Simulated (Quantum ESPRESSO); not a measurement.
```cif
data_Al2Cl6
_chemical_formula_sum 'Al2 Cl6'
_space_group_name_H-M_alt 'P 1'
_space_group_IT_number 1
_cell_length_a 5.93580
_cell_length_b 5.93580
_cell_length_c 6.18267
_cell_angle_alpha 98.932
_cell_angle_beta 98.932
_cell_angle_gamma 119.973
loop_
_space_group_symop_operation_xyz
  'x, y, z'
loop_
_atom_site_label
_atom_site_type_symbol
_atom_site_fract_x
_atom_site_fract_y
_atom_site_fract_z
_atom_site_occupancy
Al1 Al 0.83343 0.16657 0.00000 1
Al2 Al 0.16657 0.83343 0.00000 1
Cl1 Cl 0.78444 0.78444 0.77217 1
Cl2 Cl 0.21556 0.21556 0.22783 1
Cl3 Cl 0.57302 0.92963 0.22603 1
Cl4 Cl 0.42698 0.07037 0.77397 1
Cl5 Cl 0.07037 0.42698 0.77397 1
Cl6 Cl 0.92963 0.57302 0.22603 1
```

Cell and atoms were relaxed with PBE+D3(BJ) from Materials Project entry mp-25469, within its symmetry.

Question: What does norm-conserving PBEsol (Quantum ESPRESSO, 58 Ry, no spin-orbit coupling) give for the electronic structure near the Fermi level?

Answer: The PBEsol gap is indirect, 5.05 eV, from X to M; the smallest direct gap is 5.12 eV.
